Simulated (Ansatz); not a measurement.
Phonons of LiF (Fm-3m)

```yaml
crystal:
  lattice:
    - [0.00000, 1.95446, 1.95446]
    - [1.95446, 0.00000, 1.95446]
    - [1.95446, 1.95446, 0.00000]
  atoms:
    - { symbol: Li, position: [0.00000, 0.00000, 0.00000] }
    - { symbol: F, position: [0.50000, 0.50000, 0.50000] }
```

Level of theory, where no other is named: LDA, all-electron LAPW in Ansatz 0.2.0, scalar-relativistic. k mesh 10×10×10, fixed occupations, basis error target 0.5 meV/atom. The cell was relaxed by PAW under this functional, which moved its volume by -9 % from the database entry's.

Atoms are displaced by 0.01 Å in the smallest supercells that hold the wave vectors of a 2×2×2 mesh. Negative values stand for unstable modes. The zone centre has no LO-TO term.

**Question.** What are the phonon energies at the solved wave vectors, in meV?

**Answer.** 

```json
{"q": "0.000 0.000 0.000", "point": "Gamma", "modes (meV)": "42.41 (×3)"}
{"q": "0.500 0.000 0.000", "point": "L", "modes (meV)": "28.73 (×2), 39.58 (×2), 49.29, 77.63"}
{"q": "0.500 0.500 0.000", "point": "X", "modes (meV)": "31.29 (×2), 46.64, 46.99 (×2), 59.85"}
```

**Question.** Is the structure dynamically stable at these wave vectors?

**Answer.** Yes, no mode is unstable there; wave vectors off this mesh aren't tested.

**Question.** How do the optical zone-centre modes decompose, and which are active?

**Answer.** Point group m-3m: Γ_opt = T1u.

| label | meV | activity | mostly |
| --- | --- | --- | --- |
| T1u | 42.41 | IR | Li (73 %) |

**Question.** How well do frozen-core PAW files reproduce these all-electron values?

**Answer.** With a cutoff of 420 eV and displacements of 0.0025 Å, the r.m.s. difference over the modes is 1.9 cm⁻¹; the largest difference is 339.2 (PAW) against 342.1 cm⁻¹ (LAPW).

**Question.** The cell is scaled evenly to 14.708 and 15.156 Å³ (from 14.932), with free atoms relaxed and the shape held. What are the mode Grüneisen parameters γ = −d ln ω/d ln V?

**Answer.** For the highest mode, 634.7 cm⁻¹ in the small cell and 617.8 in the large one give γ ≈ 0.90. From the change of the dynamical matrix on each mode:

```json
{"point": "Gamma", "cm⁻¹": "342.1", "γ": "2.61"}
{"point": "L", "cm⁻¹": "231.8", "γ": "2.08"}
{"point": "L", "cm⁻¹": "319.2", "γ": "2.26"}
{"point": "L", "cm⁻¹": "397.6", "γ": "1.21"}
{"point": "L", "cm⁻¹": "626.1", "γ": "0.90"}
{"point": "X", "cm⁻¹": "252.4", "γ": "0.64"}
{"point": "X", "cm⁻¹": "376.1", "γ": "1.73"}
{"point": "X", "cm⁻¹": "379.0", "γ": "2.38"}
{"point": "X", "cm⁻¹": "482.7", "γ": "1.11"}
```

Weighted by the modes' heat capacities at 300 K, the mean on this mesh is 1.76; it moves with the q mesh, and a coarse one overweights the zone boundary.

**Question.** Linear response on PAW files adds the field. What are the dielectric tensor, the Born charges and the LO shift?

**Answer.** ε∞ = (2.12, 2.12, 2.12) along x, y, z with local fields. Born charges (xx, yy, zz): Li1 (1.04, 1.04, 1.04); F2 (-1.04, -1.04, -1.04). The highest zone-centre mode lies at 339.2 cm⁻¹ without the macroscopic field and at 668.1 cm⁻¹ with it, for q along x. Lyddane-Sachs-Teller then gives ε₀ = ε∞ (ω_LO/ω_TO)² = 8.22. With the ions free to follow the field, the program's ε₀ is (8.22, 8.22, 8.22).

Known limits: the frozen-core PAW files of the compared runs were fitted under PBE, their cores solved anew for this functional; semilocal gaps are low, and ε∞ tends to come out large.
